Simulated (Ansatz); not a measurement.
According to PBE in the plane-wave PAW code Ansatz, AlP in the hexagonal phase (P6_222; Al on 3d, P on 3c) relaxes to a = 3.851 Å, c = 8.689 Å. Its formation energy from the elements is -41 kJ/mol-atom, with no fitted shifts.

It is gapped at this level: 0.95 eV (indirect). The valence maximum lies at Γ and the conduction minimum at M (3 equivalent valleys). The electron mass is 0.15, 0.41, 1.4 mₑ (principal values). The hole mass is 0.15, 7.6, 7.6 mₑ (principal values).

An equation-of-state fit gives a bulk modulus of 90.3 GPa.

The start of the workflow was typed in or built on a structure type; neither database checked (COD, Materials Project) lists it. It is not the phase usual at ambient conditions (space group No. 216). Symmetry was held in the PBE relaxation; its stability against distortions is not shown here. The references are the lowest solids computed at this level, not always the standard phases.

Potentials: the earlier of the program's two PAW sets.
